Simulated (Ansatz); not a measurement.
BiTe — coordination and 209Bi quadrupole coupling

Cell: a COD entry, ions relaxed with PBE at fixed cell.

```
Bi Te
1.0
     4.42300    0.00000    0.00000
    -2.21150    3.83043    0.00000
     0.00000    0.00000   24.00200
Bi Te
6 6
Direct
  0.00000 0.00000 0.12479
  0.00000 0.00000 0.87521
  0.33333 0.66667 0.29174
  0.66667 0.33333 0.70826
  0.66667 0.33333 0.46495
  0.33333 0.66667 0.53505
  0.33333 0.66667 0.05360
  0.66667 0.33333 0.94640
  0.66667 0.33333 0.20880
  0.33333 0.66667 0.79120
  0.00000 0.00000 0.36382
  0.00000 0.00000 0.63618
```

Atom numbers follow the list; atoms alike are taken as one site, whose name carries the number of the first.

The numbers come from a DFT calculation in Ansatz (r2SCAN, plane waves and PAW, scalar-relativistic, 500 eV cutoff, Γ-centred 9×9×2 k-points, Fermi–Dirac smearing 0.05 eV).

Q(209Bi) = -516.0 mb.

Problem. Order the Bi environments from the weakest to the strongest quadrupole coupling.
A. Bi5: 3 Bi at 3.06 Å, 3 Te at 3.52 Å
B. Bi1: 6 Te at 3.07–3.25 Å
C. Bi3: 6 Te at 3.08–3.24 Å

Solution. B (10.9 MHz, η = 0.00), C (34.9 MHz, η = 0.00), A (56.0 MHz, η = 0.00).

An axis of threefold or higher order runs through Bi1, Bi3 and Bi5, so V_zz lies along it and η is zero.

The largest force is 0.3 eV/Å, so the atoms aren't at the calculated equilibrium and relaxing them would move these values. Spin–orbit coupling is left out, which shifts gradients on Bi by a few per cent in wide-gap crystals, and can shift them far more where the calculated gap is small or absent, as here. Newer work puts Q(²⁰⁹Bi) near −420 mb, which would lower these couplings by about a fifth. With a gap of 0.11 eV under a smearing of 0.05 eV the band edges are partly filled, so small gradients can hang on the smearing and the k-mesh.
